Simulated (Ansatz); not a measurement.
K₂Se:
```xyz
3
Lattice="0.0000 3.8056 3.8056 3.8056 0.0000 3.8056 3.8056 3.8056 0.0000" Properties=species:S:1:pos:R:3 pbc="T T T"
K      1.9028     1.9028     1.9028
K      5.7083     5.7083     5.7083
Se     0.0000     0.0000     0.0000
```

DFT-PBEsol in the program Ansatz with PAW potentials gives a gap of 2.11 eV without spin–orbit coupling, maximum at X, minimum at Γ.

Task: What happens when spin–orbit coupling is switched on?

Result: The gap shrinks by 0.09 eV, to 2.02 eV; maximum at X, minimum at Γ.

Task: Give the electron effective mass with spin–orbit coupling.

Result: 0.31 mₑ (isotropic).

Task: Give the hole effective mass with spin–orbit coupling.

Result: 2.1, 2.1, 7.4 mₑ (principal values).

Space group Fm-3m (anti-fluorite). The first step of the workflow began from a Materials Project structure, measured or hypothetical; the Crystallography Open Database files this formula in space group No. 225, but the cells were not matched. Whether it is the stable phase at ambient conditions was not checked. The PBEsol relaxation kept the symmetry of its start; whether a distortion lowers the energy is not shown.

Potentials: the later of the program's two PAW sets.
